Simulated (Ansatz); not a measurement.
Level: a composed functional ({exchange: r2scan, correlation: pbesol}), no spin polarisation; 500 eV; 5×5×4 Γ-centred mesh; fermi-dirac occupations (width 0.1 eV); Ansatz 0.2.0, fixed geometry.

Computed maps in the lattice plane spanned by a (left to right, 6.19 Å, 19 points from zero) and c (bottom to top, 7.47 Å, 23 points from zero), 108° apart, at height 0.223 along b. The fields are smooth PAW ones with compensation charges, not the true ones near nuclei.

Valence density. Digits on a logarithmic scale: 0 up to 0.03 e/Å³, each further digit a factor of 1.6, 9 from 1.3 e/Å³ up:
```
7888864223579998556
8888753213456765457
8888742123344443457
8887531123343322356
6665311233443323456
5442101234443345555
3221001233444578765
3210001223345899985
3222211122358999996
3344432112369999995
5566543112479999975
6788753212469999755
8888764222457886556
8888864333345554457
8888765544443333467
8888777765433223467
7777899965433334456
6668999975434455555
4568999864445799765
4468999654458999974
4567876433479999974
5678765323599999965
6788864323599999755
```

ELF. Ten even steps from '0' (0.01) to '9' (0.92):
```
8768985001134663138
8558984000112321169
9899981000011100279
9999940000110000269
8998500000100000136
4663000000100011112
0100000000000134311
0000000000011466541
0011100000013554652
0267630000125523641
3899972000136545521
8999984000124565313
9889984000112342128
8437973100011110169
8358963221100000389
8789732222100000389
8886310222100001268
6653000122100111124
2332000222111354211
0233112221013665521
1455432210125435631
4788863100256325521
7889974001256555214
```

The cell is GePd2S4. Which atoms lie within 0.2 Å of this plane, and where (fractions of a and c)?

Pd at (0.72, 0.06), Pd at (0.76, 0.56), Ge at (0.27, 0.20). The whole cell:
```
CELL_PARAMETERS angstrom
6.19216 0.00000 0.00000
0.00000 6.27281 0.00000
-2.32288 0.00000 7.09846
ATOMIC_POSITIONS crystal
Pd 0.72384 0.22310 0.05514
Pd 0.27616 0.72310 0.94486
Pd 0.75544 0.21380 0.56422
Pd 0.24456 0.71380 0.43578
S 0.08070 0.27480 0.38200
S 0.91930 0.77480 0.61800
S 0.08950 0.28850 0.91360
S 0.91050 0.78850 0.08640
S 0.51750 0.49100 0.26360
S 0.48250 0.99100 0.73640
Ge 0.27250 0.25000 0.19680
Ge 0.72750 0.75000 0.80320
S 0.47950 0.98010 0.25240
S 0.52050 0.48010 0.74760
```

Origin: a known structure type with other elements, at an estimated volume, so it need not be a known compound. Caveats: many states at the Fermi level without spin polarisation, so a magnetic state may lie lower; atoms or cell far from equilibrium.
